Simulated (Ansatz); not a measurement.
# Ba6Sc3O8F3: nudged elastic band, vacancy jump

These are results of Ansatz 0.2.0, DFT PBEsol, scalar-relativistic, plane waves, PAW, not measurements. Cutoff 420 eV, Γ-centred 4×4×4 k-points, Gaussian smearing of 0.05 eV. Spin–orbit coupling is left out, which matters for the heavy elements here. No spin polarisation.

3 inner image(s), climbing default, force tolerance 0.05 eV/Å, at most 60 iterations, fixed cell.

Time: 28 min on 4 threads of Arm Neoverse N1, on a shared host, peak memory 3.7 GiB.

Command:
```bash
ansatz run input.yaml --threads 4 --pin off --max-ram 9216MiB --backend cpu --events-out ev --progress --plain --runs-dir out
```

Input:
```yaml
crystal:
  lattice:
    - [-4.1191435447, -4.1191435447, 0.0]
    - [-2.0595717723, -2.0595717723, 6.6936673925]
    - [-8.2382870894, 4.1191435447, 0.0]
  atoms:
    - { symbol: Ba, position: [0.0368475233, 0.2596382868, 0.6666666667] }
    - { symbol: Ba, position: [0.6960444013, 0.2751331374, 0.33277806] }
    - { symbol: Ba, position: [0.3621557946, 0.2751331374, 0.0005552734] }
    - { symbol: Ba, position: [0.3056968164, 0.7219397005, 0.6666666667] }
    - { symbol: Ba, position: [0.9750482971, 0.7238155224, 0.3260878833] }
    - { symbol: Ba, position: [0.6344695138, 0.7238155224, 0.00724545] }
    - { symbol: Sc, position: [0.6737211947, 0.985890944, 0.6666666667] }
    - { symbol: Sc, position: [0.3462065895, 0.9750320275, 0.3325547935] }
    - { symbol: Sc, position: [0.0120947163, 0.9750320275, 1.0007785399] }
    - { symbol: O, position: [0.4962961504, 0.0099206401, 0.5002062926] }
    - { symbol: O, position: [0.1586028321, 0.0161276691, 0.1666666667] }
    - { symbol: O, position: [0.8271165429, 0.0099206401, 0.8331270408] }
    - { symbol: O, position: [0.3298357763, 0.0099206401, 0.8331270408] }
    - { symbol: O, position: [0.993576917, 0.0099206401, 0.5002062926] }
    - { symbol: O, position: [0.6586028321, 0.0161276691, 0.1666666667] }
    - { symbol: O, position: [0.4976727338, 0.6753834747, 0.3292710576] }
    - { symbol: O, position: [0.1602771248, 0.6753834747, 0.0040622757] }
    - { symbol: F, position: [0.5025611999, 0.3282109336, 0.6666666667] }
    - { symbol: F, position: [0.1692207009, 0.3298848347, 0.3316737635] }
    - { symbol: F, position: [0.8342277978, 0.3298848347, 1.0016595698] }
basis:
  ecutwfc: 420
kpoints:
  mp_grid: { grid: [4, 4, 4] }
hamiltonian:
  xc: pbesol
scf:
  occupations: { method: gaussian, width: 0.05 }
output:
  forces: true
neb:
  images: 3
  f_tol: 0.05
  max_iterations: 60
  order_check: false
  final_atoms:
    - { symbol: Ba, position: [0.0232397718, 0.2757477671, 0.6678922822] }
    - { symbol: Ba, position: [0.7010124611, 0.2757477671, 0.3321077178] }
    - { symbol: Ba, position: [0.3632630703, 0.2734738595, 0.0] }
    - { symbol: Ba, position: [0.3034468527, 0.7191690475, 0.668273495] }
    - { symbol: Ba, position: [0.9773840998, 0.7191690475, 0.331726505] }
    - { symbol: Ba, position: [0.639470199, 0.721059602, 0.0] }
    - { symbol: Sc, position: [0.681183839, 0.9737332161, 0.668752806] }
    - { symbol: Sc, position: [0.3450829449, 0.9737332161, 0.331247194] }
    - { symbol: Sc, position: [0.0125835873, 0.9748328253, 1.0] }
    - { symbol: O, position: [0.825810509, -0.3229830457, 0.6649998799] }
    - { symbol: O, position: [0.1663315298, 0.0141924981, 0.1635045194] }
    - { symbol: O, position: [0.8194759721, 0.0141924981, 0.8364954806] }
    - { symbol: O, position: [0.3237789046, 0.013425436, 0.8284442727] }
    - { symbol: O, position: [0.9940995949, 0.0118008101, 0.5] }
    - { symbol: O, position: [0.6627956594, 0.013425436, 0.1715557273] }
    - { symbol: O, position: [0.4971725368, 0.6770169543, 0.3350001201] }
    - { symbol: O, position: [0.162330225, 0.6753395501, 0.0] }
    - { symbol: F, position: [0.5031427996, 0.3265941444, 0.6609494644] }
    - { symbol: F, position: [0.170263056, 0.3265941444, 0.3390505356] }
    - { symbol: F, position: [0.834526493, 0.3309470139, 1.0] }
```

Output (its end):
```
...
SCF iter   3: F=—  HF=-48431.763463 eV  |F-HF|=—  |Δ(HF+E_count)|=   2.03e-2  Δρ=2.35e-3  dr2=1.98e-2  ethr=5.01e-5  ⟨swp⟩=2.4  Hψ=6527  notcnv=0
SCF iter   4: F=—  HF=-48431.759636 eV  |F-HF|=—  |Δ(HF+E_count)|=   3.83e-3  Δρ=6.21e-4  dr2=1.28e-3  ethr=1.23e-5  ⟨swp⟩=2.0  Hψ=5822  notcnv=0
SCF iter   5: F=—  HF=-48431.759553 eV  |F-HF|=—  |Δ(HF+E_count)|=   8.28e-5  Δρ=2.39e-4  dr2=2.39e-4  ethr=7.89e-7  ⟨swp⟩=2.0  Hψ=5382  notcnv=0
SCF iter   6: F=—  HF=-48431.759559 eV  |F-HF|=—  |Δ(HF+E_count)|=   5.90e-6  Δρ=1.23e-4  dr2=4.90e-5  ethr=1.48e-7  ⟨swp⟩=2.0  Hψ=6087  notcnv=0
SCF iter   7: F=—  HF=-48431.759547 eV  |F-HF|=—  |Δ(HF+E_count)|=   1.22e-5  Δρ=5.18e-5  dr2=8.70e-6  ethr=3.02e-8  ⟨swp⟩=2.0  Hψ=6068  notcnv=0
SCF iter   8: F=—  HF=-48431.759551 eV  |F-HF|=—  |Δ(HF+E_count)|=   4.37e-6  Δρ=2.12e-5  dr2=1.40e-6  ethr=5.37e-9  ⟨swp⟩=2.0  Hψ=5344  notcnv=0
SCF iter   9: F=—  HF=-48431.759552 eV  |F-HF|=—  |Δ(HF+E_count)|=   5.46e-7  Δρ=8.91e-6  dr2=2.76e-7  ethr=8.65e-10  ⟨swp⟩=2.0  Hψ=5650  notcnv=0
SCF iter  10: F=-48431.759552 eV  HF=-48431.759552 eV  |F-HF|=3.56e-8  |Δ(HF+E_count)|=   1.17e-7  Δρ=3.41e-6  dr2=4.86e-8  ethr=6.17e-11  ⟨swp⟩=4.0  Hψ=12528  notcnv=0
SCF 14 converged in 10 iterations: F = -48431.759552 eV  dr2 = 4.86e-8
NEB iter   4: max|band force component| = 1.898e0 eV/Å  barrier→ = 2.1278 eV  barrier← = 1.8752 eV  Δτ_max = 0.0944 Å  (31 SCF iters)
```

The run was cut off at its time limit.

Last band, not converged:

```
image s (Å)  ΔE (eV)
    0  0.000    0.000
    1  0.857    0.846
    2  1.715    2.128
    3  2.572    1.027
    4  3.429    0.253
```

Highest image over the start 2.128 eV, over the end 1.875 eV. The order of the saddle wasn't checked, and a path that keeps a symmetry can read too high.

By iteration:

```csv
iteration,largest band force component (eV/Å),highest image (eV)
1,23.471,7.948
2,7.967,3.745
3,3.876,2.561
4,1.898,2.128
```

Images of the last band (Å, true forces in eV/Å):

```xyz
20
Lattice="-4.119 -4.119 0.000 -2.060 -2.060 6.694 -8.238 4.119 0.000" Properties=species:S:1:pos:R:3:forces:R:3 pbc="T T T" image=0 dE_eV=0.0000
Ba   -6.179    2.060    1.738    0.000    0.000    0.001
Ba   -6.175   -2.063    1.842    0.005   -0.005   -0.003
Ba   -2.063   -2.056    1.842   -0.005    0.005   -0.003
Ba   -8.238    0.000    4.832    0.000    0.000    0.005
Ba   -8.194   -4.164    4.845    0.001   -0.001    0.001
Ba   -4.164   -4.074    4.845   -0.001    0.001    0.001
Sc  -10.298   -2.060    6.599    0.000    0.000    0.003
Sc   -6.174   -2.064    6.527    0.000    0.000   -0.010
Sc  -10.303    2.064    6.527    0.000    0.000   -0.010
O    -6.186   -0.004    0.066   -0.003    0.001   -0.001
O    -2.060    0.000    0.108    0.000    0.000    0.008
O   -10.291    0.004    0.066    0.003   -0.001   -0.001
O    -8.243    2.053    0.066    0.001   -0.003   -0.001
O    -8.234   -2.053    0.066   -0.001    0.003   -0.001
O    -4.119   -2.060    0.108    0.000    0.000    0.008
O    -6.154   -2.085    4.521   -0.002    0.002    0.000
O    -2.085   -2.034    4.521    0.002   -0.002    0.000
F    -8.238    0.000    2.197    0.000    0.000   -0.003
F    -4.109   -0.010    2.208    0.000    0.000    0.002
F   -12.368    0.010    2.208    0.000    0.000    0.002
20
Lattice="-4.119 -4.119 0.000 -2.060 -2.060 6.694 -8.238 4.119 0.000" Properties=species:S:1:pos:R:3:forces:R:3 pbc="T T T" image=1 dE_eV=0.8462
Ba   -6.184    2.103    1.756   -0.063   -0.047    0.055
Ba   -6.214   -2.078    1.840    0.038   -0.128    0.101
Ba   -2.086   -2.077    1.840   -0.020    0.072    0.075
Ba   -8.329    0.057    4.792    0.140    0.421   -0.043
Ba   -8.185   -4.275    4.754   -0.093    0.115   -0.134
Ba   -4.134   -4.065    4.864   -0.261   -0.270    0.054
Sc  -10.231   -2.076    6.575   -1.677    0.002    0.100
Sc   -6.171   -2.074    6.448   -0.649   -0.061   -0.239
Sc  -10.332    2.072    6.589    0.330    0.150   -0.042
O    -6.359   -0.052   -0.648    1.646   -0.062    1.219
O    -2.115   -0.047    0.114    0.208    0.114    0.018
O   -10.348    0.026    0.177    0.217    0.106   -0.172
O    -8.222    2.078    0.201   -0.117   -0.340   -0.383
O    -8.344   -2.116    0.121    0.280    0.443   -0.172
O    -4.236   -2.030    0.132    0.044   -0.147   -0.038
O    -5.982   -2.087    4.458    0.090   -0.023   -0.110
O    -2.039   -2.001    4.578   -0.111   -0.197   -0.025
F    -8.171    0.047    2.174    0.121   -0.183   -0.098
F    -4.229   -0.030    2.127   -0.131    0.044   -0.003
F   -12.476    0.088    2.274    0.008   -0.009   -0.165
20
Lattice="-4.119 -4.119 0.000 -2.060 -2.060 6.694 -8.238 4.119 0.000" Properties=species:S:1:pos:R:3:forces:R:3 pbc="T T T" image=2 dE_eV=2.1278
Ba   -6.190    2.129    1.832    0.054   -0.005    0.082
Ba   -6.245   -2.080    1.856    0.108   -0.243    0.213
Ba   -2.089   -2.102    1.820    0.049    0.057    0.243
Ba   -8.289    0.101    4.806   -0.053    0.488    0.028
Ba   -8.159   -4.353    4.710   -0.051    0.082   -0.153
Ba   -4.200   -4.034    4.875    0.022   -0.506   -0.103
Sc  -10.184   -2.079    6.620   -1.900    0.232    1.344
Sc   -6.143   -2.069    6.469   -0.660    0.028    0.128
Sc  -10.326    2.064    6.595    0.443    0.056   -0.099
O    -6.838   -0.083   -1.344    1.426    0.015   -1.327
O    -2.117   -0.076    0.091    0.190    0.104    0.071
O   -10.337    0.028    0.143    0.076    0.122   -0.048
O    -8.186    2.087    0.205   -0.058   -0.309   -0.337
O    -8.350   -2.131    0.144    0.139    0.385   -0.115
O    -4.275   -2.029    0.107    0.020   -0.074   -0.044
O    -5.999   -2.073    4.473    0.075    0.024    0.049
O    -2.043   -2.003    4.573    0.028   -0.242    0.057
F    -8.234    0.097    2.212    0.043   -0.198    0.122
F    -4.197   -0.030    2.119   -0.008    0.014    0.146
F   -12.500    0.100    2.290    0.054   -0.031   -0.257
20
Lattice="-4.119 -4.119 0.000 -2.060 -2.060 6.694 -8.238 4.119 0.000" Properties=species:S:1:pos:R:3:forces:R:3 pbc="T T T" image=3 dE_eV=1.0269
Ba   -6.161    2.121    1.841    0.089    0.000    0.213
Ba   -6.229   -2.102    1.860    0.048   -0.078    0.020
Ba   -2.094   -2.069    1.829    0.182   -0.099   -0.056
Ba   -8.241    0.038    4.841    0.123    0.080    0.261
Ba   -8.166   -4.260    4.740   -0.172    0.304    0.289
Ba   -4.190   -4.034    4.845    0.034   -0.273    0.164
Sc  -10.192   -2.065    6.584   -0.769    0.119    1.200
Sc   -6.189   -2.067    6.520   -0.035    0.056    0.160
Sc  -10.325    2.067    6.557    0.502   -0.100   -0.071
O    -7.493   -0.047   -1.855   -0.695    0.107   -1.887
O    -2.097   -0.063    0.054    0.092    0.006    0.213
O   -10.296    0.030    0.096    0.179    0.252   -0.109
O    -8.151    2.093    0.160   -0.185   -0.396   -0.212
O    -8.310   -2.098    0.159    0.253    0.303   -0.111
O    -4.216   -2.052    0.065    0.059   -0.005    0.127
O    -6.109   -2.098    4.526   -0.054    0.063    0.017
O    -2.077   -2.031    4.545    0.074   -0.184   -0.124
F    -8.246    0.080    2.257    0.106   -0.085   -0.050
F    -4.177   -0.041    2.148    0.074   -0.046    0.080
F   -12.458    0.063    2.258    0.094   -0.024   -0.125
20
Lattice="-4.119 -4.119 0.000 -2.060 -2.060 6.694 -8.238 4.119 0.000" Properties=species:S:1:pos:R:3:forces:R:3 pbc="T T T" image=4 dE_eV=0.2526
Ba   -6.166    2.087    1.846   -0.005    0.001    0.002
Ba   -6.191   -2.087    1.846    0.005   -0.001    0.002
Ba   -2.060   -2.060    1.831    0.000    0.000    0.012
Ba   -8.237    0.022    4.814    0.001   -0.003    0.006
Ba   -8.240   -4.141    4.814   -0.001    0.003    0.006
Ba   -4.119   -4.119    4.827    0.000    0.000   -0.007
Sc  -10.321   -2.057    6.518    0.006   -0.013   -0.009
Sc   -6.156   -2.062    6.518   -0.006    0.013   -0.009
Sc  -10.298    2.060    6.525    0.000    0.000    0.002
O    -8.215    0.003   -2.162    0.001    0.003   -0.001
O    -2.061   -0.041    0.095    0.004   -0.003    0.004
O   -10.296    0.041    0.095   -0.004    0.003    0.004
O    -8.186    2.051    0.090   -0.005    0.003   -0.002
O    -8.238   -2.060    0.079    0.000    0.000   -0.009
O    -4.171   -2.051    0.090    0.005   -0.003   -0.002
O    -6.202   -2.062    4.532   -0.001   -0.003   -0.001
O    -2.060   -2.060    4.520    0.000    0.000    0.003
F    -8.190   -0.023    2.186   -0.002    0.002   -0.001
F    -4.167    0.023    2.186    0.002   -0.002   -0.001
F   -12.357    0.000    2.215    0.000    0.000    0.002
```